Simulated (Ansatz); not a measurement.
S:
```cif
data_S32
_chemical_formula_sum 'S32'
_space_group_name_H-M_alt 'P 1'
_space_group_IT_number 1
_cell_length_a 13.77040
_cell_length_b 13.25844
_cell_length_c 8.37713
_cell_angle_alpha 75.308
_cell_angle_beta 68.645
_cell_angle_gamma 36.047
loop_
_space_group_symop_operation_xyz
  'x, y, z'
loop_
_atom_site_label
_atom_site_type_symbol
_atom_site_fract_x
_atom_site_fract_y
_atom_site_fract_z
_atom_site_occupancy
S1 S 0.88393 0.76497 0.77175 1
S2 S 0.76497 0.88393 0.57935 1
S3 S 0.57935 0.77175 0.76497 1
S4 S 0.77175 0.57935 0.88393 1
S5 S 0.36607 0.48503 0.47825 1
S6 S 0.48503 0.36607 0.67065 1
S7 S 0.67065 0.47825 0.48503 1
S8 S 0.47825 0.67065 0.36607 1
S9 S 0.82004 0.93538 0.89438 1
S10 S 0.93538 0.82004 0.35020 1
S11 S 0.35020 0.89438 0.93538 1
S12 S 0.89438 0.35020 0.82004 1
S13 S 0.42996 0.31462 0.35562 1
S14 S 0.31462 0.42996 0.89980 1
S15 S 0.89980 0.35562 0.31462 1
S16 S 0.35562 0.89980 0.42996 1
S17 S 0.01549 0.88819 0.79500 1
S18 S 0.88819 0.01549 0.30132 1
S19 S 0.30132 0.79500 0.88819 1
S20 S 0.79500 0.30132 0.01549 1
S21 S 0.23451 0.36181 0.45500 1
S22 S 0.36181 0.23451 0.94868 1
S23 S 0.94868 0.45500 0.36181 1
S24 S 0.45500 0.94868 0.23451 1
S25 S 0.95013 0.06128 0.61560 1
S26 S 0.06128 0.95013 0.37300 1
S27 S 0.37300 0.61560 0.06128 1
S28 S 0.61560 0.37300 0.95013 1
S29 S 0.29987 0.18872 0.63440 1
S30 S 0.18872 0.29987 0.87700 1
S31 S 0.87700 0.63440 0.18872 1
S32 S 0.63440 0.87700 0.29987 1
```

Relaxed with PBEsol.

Task: Which orbitals make up the states near the band edges in the program Ansatz at the PBEsol level (PAW)?

Result: Top 1 eV of the valence band: S 3p 93 %. Bottom 1 eV of the conduction band: S 3p 78 %, S 3s 13 %, outside the projected shells 9 %. Projections are on Löwdin-orthogonalised atomic valence shells; empty p or d shells of many metals are not among them.

Task: Tabulate the density of states.

Result: States/eV per cell of 32 atoms, in 0.25 eV bins, energy from the valence-band maximum.

```
E (eV)  total   S 3p  S 3s
------  -----  -----  ----
-7.85    0.00   0.00  0.00
-7.60    0.00   0.00  0.00
-7.35    0.00   0.00  0.00
-7.10    0.00   0.00  0.00
-6.85    0.00   0.00  0.00
-6.60    0.00   0.00  0.00
-6.35   17.50  17.05  0.05
-6.10   14.50  14.12  0.05
-5.85   15.77  14.03  1.53
-5.60   26.74  23.56  2.84
-5.35   19.60  16.82  2.53
-5.10    6.05   5.40  0.57
-4.85   11.80  10.73  0.90
-4.60   15.02  13.55  1.24
-4.35   13.31  11.90  1.26
-4.10   32.80  28.94  3.50
-3.85   32.12  27.95  3.78
-3.60   34.63  30.25  3.91
-3.35   16.12  14.38  1.50
-3.10    7.88   6.83  0.87
-2.85   14.24  12.60  1.30
-2.60    9.66   8.78  0.62
-2.35    0.27   0.25  0.01
-2.10    0.00   0.00  0.00
-1.85    4.75   4.50  0.16
-1.60   34.66  32.21  1.80
-1.35   43.19  40.17  2.10
-1.10   45.57  42.74  1.72
-0.85   61.44  57.60  2.19
-0.60   19.38  17.94  0.83
-0.35    9.72   8.80  0.58
-0.10    5.29   4.78  0.33
0.15     0.00   0.00  0.00
0.40     0.00   0.00  0.00
0.65     0.00   0.00  0.00
0.90     0.00   0.00  0.00
1.15     0.00   0.00  0.00
1.40     0.00   0.00  0.00
1.65     0.00   0.00  0.00
1.90     0.18   0.14  0.03
2.15    17.98  13.79  2.61
2.40    26.12  20.20  3.53
2.65    20.40  15.93  2.50
2.90    17.77  14.04  1.85
3.15    15.26  12.07  1.43
3.40    23.84  19.45  1.24
3.65    31.77  26.43  1.53
3.90    35.14  29.33  2.09
4.15    35.05  28.67  2.44
4.40    20.20  16.58  1.26
4.65    10.20   8.47  0.45
4.90     2.09   1.79  0.07
5.15     0.00   0.00  0.00
5.40     0.10   0.00  0.00
5.65     1.89   0.09  0.00
5.90     9.52   0.44  0.03
6.15     7.41   0.30  0.02
6.40     9.24   0.34  0.02
```

Space group Fddd (α-S8). The PBEsol relaxation kept the symmetry of its start. A crystal of weakly bound molecules computed without a dispersion correction: the cell and the soft elastic constants depend strongly on that.

Potentials: the earlier of the program's two PAW sets.
